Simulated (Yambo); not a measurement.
CdS (zinc blende, space group F-43m, No. 216): the exchange self-energy on LDA orbitals (Yambo, 4×4×4 mesh) holds the Coulomb divergence, which is integrated with random points (RandQpts).

| random points | exchange-only gap Γ → Γ (eV) | shift of the valence edge (eV) | gap against the reference (meV) |
|---|---|---|---|
| 1,000 | 8.36 | -3.19 | 133 |
| 10,000 | 8.17 | -2.93 | -60 |
| 100,000 | 8.25 | -3.06 | 21 |
| 1,000,000 | 8.24 | -3.04 | 10 |
| 5,000,000 | 8.23 | -3.02 | reference |

From 1,000,000 points on, the gap stays within 20 meV of the run with most points. The error is statistical; each row is a single draw, so the rows fix no rate of convergence.

Spin-orbit coupling is not included.

Geometry relaxed with LDA; primitive cell a = 4.0717 Å, b = 4.0717 Å, c = 4.0717 Å, α = 60.00°, β = 60.00°, γ = 60.00°.

A shift is the quasiparticle energy of the state minus its LDA energy.
